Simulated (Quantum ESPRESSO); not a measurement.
**PtSe₂ (P-3m1) under strain**

```xyz
3
Lattice="3.7173 0.0000 0.0000 -1.8587 3.2193 0.0000 0.0000 0.0000 5.8201" Properties=species:S:1:pos:R:3 pbc="T T T"
Pt     0.0000     0.0000     0.0000
Se     1.8587     1.0731     4.5083
Se     0.0000     2.1462     1.3118
```
The geometry is a computed Materials Project entry, not a measured one. It is PtSe2 in P-3m1; whether this form has been observed was not checked. Stability against distortions was not tested. Forces on the atoms reach 0.18 eV/Å at this level. The layers lie 3.2 Å apart; this gap hangs on dispersion, and neither it nor the stacking was checked against the measured crystal. The run has no spin polarisation.

Isotropic strain: all lattice vectors are scaled together, so the volume changes by about three times as much; fractional positions kept.

Method: shieldings by GIPAW with PBE in a modified build of Quantum ESPRESSO, on JTH PAW datasets, 20 Ha, k-mesh 11×11×6 shifted, f-sum rule met within 0.036 %. Values are those of the named site's first atom. These are absolute shieldings with no macroscopic susceptibility term; δ = σ_ref − σ needs a reference computed alike. In our sweeps, cutoffs and meshes of this size left a few ppm, and up to some 20 ppm on atoms from Zn on. Spin–orbit coupling is left out; its weight grows with the heaviest atom, Pt here. No d partial waves on Se: the paramagnetic term there is incompletely reconstructed. The band gap at this level is small, which makes the paramagnetic part of σ large and sensitive to the functional.

```
lattice scale factor  σ_iso Se (ppm)
--------------------  --------------
0.98                          2358.0
1                             2209.2
1.02                          2048.4
```
